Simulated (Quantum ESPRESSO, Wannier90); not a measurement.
# Tight-binding from DFT: ZrSe2 (CdI2 type)

```
ZrSe2
1.0
    3.81115     0.00000     0.00000
   -1.90558     3.30055     0.00000
    0.00000     0.00000     6.39991
Zr Se
1 2
Direct
  0.00000   0.00000   0.00000
  0.66667   0.33333   0.75588
  0.33333   0.66667   0.24412
```

Structure: Materials Project mp-2076, symmetrised, not relaxed again. COD (Crystallography Open Database) has an entry of this formula and space group (matched by these alone). Level: PBE, no spin polarisation, no spin-orbit coupling; pw.x of Quantum ESPRESSO at 69 Ry with PseudoDojo potentials, 12×12×6 k-points, Wannier90. Density: 12×12×6 mesh, Gaussian smearing 0.01 Ry. The cell is built of weakly bound layers, chains or molecules, whose nearest atoms lie 3.95 Å apart. Database cells relaxed without dispersion often hold them too far apart, which can enlarge gaps and weakens couplings between them; spacing and stacking were not compared with the measured crystal. Spin-orbit coupling, left out, would split the p-like bands by a few tenths of an eV.

Base run: 11 functions from bands 17-37 of the 37 computed, start hydrogen-like Zr: d; Se: p, centres 0.05 Å off the atoms, frozen window up to 1.95 eV relative to the valence-band maximum, outer window open. Rows change the key named; with other orbitals the number of functions and the frozen window follow, as listed; window edges are relative to the valence-band maximum. The misfit compares interpolated bands with pw.x on a high-symmetry path, for states up to 1.4 eV relative to the valence-band maximum. Converged means that the tolerances were met: symmetric starts can stop on a saddle, which shows as a larger Ω_OD at equal Ω_I and can move the misfit too.

Rows with other orbitals or bands describe another subspace, so their Ω_I can't be set against the base's. Runs that didn't settle are not listed.

```json
[
 {"setting": "base", "orbitals": "Zr d, Se p", "bands": "17-37", "functions": "11", "frozen to (eV)": "1.95", "Ω_I (Å²)": "19.88", "Ω_D (Å²)": "0.01", "Ω_OD (Å²)": "0.71", "rms misfit (meV)": "0.3", "worst (meV)": "2.8", "ended": "converged"},
 {"setting": "num_iter = 0 (projection only), orbitals on the atoms", "orbitals": "Zr d, Se p", "bands": "17-37", "functions": "11", "frozen to (eV)": "1.95", "Ω_I (Å²)": "19.88", "Ω_D (Å²)": "0.01", "Ω_OD (Å²)": "0.85", "rms misfit (meV)": "0.4", "worst (meV)": "2.1", "ended": "no minimisation"},
 {"setting": "start: the same orbitals exactly on the atoms", "orbitals": "Zr d, Se p", "bands": "17-37", "functions": "11", "frozen to (eV)": "1.95", "Ω_I (Å²)": "19.88", "Ω_D (Å²)": "0.01", "Ω_OD (Å²)": "0.71", "rms misfit (meV)": "0.3", "worst (meV)": "2.9", "ended": "converged"},
 {"setting": "start: atomic waves of the pseudopotential files", "orbitals": "Zr 4d, Zr 5s, Se 4p", "bands": "17-37", "functions": "12", "frozen to (eV)": "1.95", "Ω_I (Å²)": "23.80", "Ω_D (Å²)": "0.01", "Ω_OD (Å²)": "0.81", "rms misfit (meV)": "0.4", "worst (meV)": "2.4", "ended": "converged"},
 {"setting": "atomic waves with projectability windows 0.01 and 0.95", "orbitals": "Zr 4d, Zr 5s, Se 4p", "bands": "17-37", "functions": "12", "frozen to (eV)": "1.95", "Ω_I (Å²)": "24.81", "Ω_D (Å²)": "0.01", "Ω_OD (Å²)": "0.89", "rms misfit (meV)": "0.3", "worst (meV)": "1.1", "ended": "converged"}
]
```
